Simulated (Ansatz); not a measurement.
Input:

Hf:
```xyz
2
Lattice="-2.7835 2.7835 1.5051 2.7835 -2.7835 1.5051 2.7835 2.7835 -1.5051" Properties=species:S:1:pos:R:3 pbc="T T T"
Hf     0.0000     2.7835     0.7526
Hf     0.0000     0.0000     0.0000
```

This is the PBE-relaxed structure.

**Question.** All from PBE in the plane-wave PAW code Ansatz, unless another level is named. Predict the density of states at the Fermi level.

**Answer.** 1.1 states/eV per atom (mean over ±0.08 eV).

**Question.** Predict the gap with spin–orbit coupling.

**Answer.** none (metallic).

Space group I4_1/amd (β-Sn type). A made-up cell: these elements were put on the sites of a structure type; neither database checked (COD, Materials Project) lists it. It is not the phase usual at ambient conditions (space group No. 194). Symmetry was held in the PBE relaxation. At this level the phase is dynamically unstable (imaginary phonons). No spin polarisation was allowed. Spin–orbit coupling is left out wherever it is not named.

Potentials: the later of the program's two PAW sets.
